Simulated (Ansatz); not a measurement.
**Electric field gradients in Al2O3**

Level of theory: DFT LDA, scalar-relativistic, plane waves, PAW in Ansatz. Cutoff 420 eV, 6×6×6 k-points (Γ-centred), fixed occupations. No spin polarisation.

Equilibrium structure at this level:
```xyz
10
Lattice="2.3646 1.3652 4.2972 -2.3646 1.3652 4.2972 0.0000 -2.7304 4.2972" Properties=species:S:1:pos:R:3 pbc="T T T"
Al    0.0000    0.0000    4.5381
Al    0.0000    0.0000    1.9076
Al    0.0000    0.0000    8.3534
Al    0.0000    0.0000   10.9839
O    -0.9181    1.3652    7.5201
O    -0.7232   -1.4777    7.5201
O     1.6414    0.1125    7.5201
O     0.9181   -1.3652    5.3715
O     0.7232    1.4777    5.3715
O    -1.6414   -0.1125    5.3715
```

Problem. Give V_zz (10²¹ V/m²) and the asymmetry η at each distinct site.

Solution.
```csv
atom,V_zz,η
Al (atom 1),0.568,0.00
O (atom 5),-3.63,0.51
```

Cost: 1 run of about 0.1 core-minutes, on Intel Xeon Platinum 8259CL (Skylake/Cascade Lake) (shared hosts).